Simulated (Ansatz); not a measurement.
# Tl2CdSnTe4: the gap from level to level

A database entry relaxed whole under r2SCAN at zero pressure (I-42m, No. 121):

```xyz
8
Lattice="-4.3189 4.3189 3.6452 4.3189 -4.3189 3.6452 4.3189 4.3189 -3.6452" Properties=species:S:1:pos:R:3 pbc="T T T"
Tl    0.0000    4.3189    0.0000
Tl    4.3189    0.0000    0.0000
Cd    0.0000    0.0000    3.6452
Sn    0.0000    0.0000    0.0000
Te    1.5340    1.5340    1.7448
Te    1.5340   -1.5340    5.5457
Te    2.7849    2.7849   -1.9004
Te   -1.5340    1.5340    5.5457
```

Its volume is 34.00 Å³ an atom, +6.2 % against the entry's 32.02, a measured cell (2005, 175 K).

Single points on this cell with plane-wave PAW DFT (Ansatz 0.2.0; r2SCAN 500 eV, hybrids 420 eV; fermi-dirac occupations of width 0.020 eV; no moments): r2SCAN on a 6×6×6 Γ-centred mesh; r2SCAN with spin-orbit coupling on a 4×4×4 Γ-centred mesh; HSE06 on a 4×4×4 Γ-centred mesh; PBE0 on a 4×4×4 Γ-centred mesh.

**Question.** How do gap, pressure and charges move from level to level?

**Answer.** The runs give:

```
                          level               gap (eV), or kind  pressure (GPa)  Bader charge of Tl (e)  Bader charge of Cd (e)  Bader charge of Sn (e)  Bader charge of Te (e)
                         r2SCAN                            0.76             0.0                   +0.51                   +0.61                   +0.81                   -0.61
r2SCAN with spin-orbit coupling                            0.69             0.0                   +0.49                   +0.60                   +0.79                   -0.59
                          HSE06  its mesh misses the band edges            -0.2                   +0.53                   +0.62                   +0.83                   -0.62
                           PBE0  its mesh misses the band edges            -0.3                   +0.53                   +0.62                   +0.83                   -0.63
```

Under r2SCAN the gap is 0.76 eV, over mesh and band path. Spin-orbit coupling moves the r2SCAN gap by -0.07 eV.

Caveats: the relaxation kept the start's symmetry; hybrid pressures are good to a few tenths of a GPa; no dispersion correction, so weakly bound layers or chains stand too far apart and gaps read wide; pressure is positive in compression.
